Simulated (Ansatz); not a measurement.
ScAl$_{3}$ (Cu3Au type, Pm-3m) at seven volumes, plane-wave PAW r²SCAN (Ansatz code), scaled uniformly. One row is withheld.

```tsv
V (Å³/atom)	P (GPa)
15.514	10.68
16.026	?
16.537	3.04
17.048	0.00
17.560	-2.62
18.071	-4.86
18.583	-6.78
```

Fit the shown pressures and predict the withheld one.

P = (3/2)B₀(x^(7/2) − x^(5/2))[1 + (3/4)(B′ − 4)(x − 1)] with x = (V₀/V)^(2/3). Least squares on the six rows gives V₀ = 17.048 Å³/atom, B₀ = 93.7 GPa, B′ = 4.03. At V = 16.026, x = 1.0421 and P = 6.56 GPa. The run itself gave 6.58 GPa.

The cell was relaxed with r²SCAN under the symmetry of its start. No spin polarisation was allowed.

Potentials: the later of the program's two PAW sets.
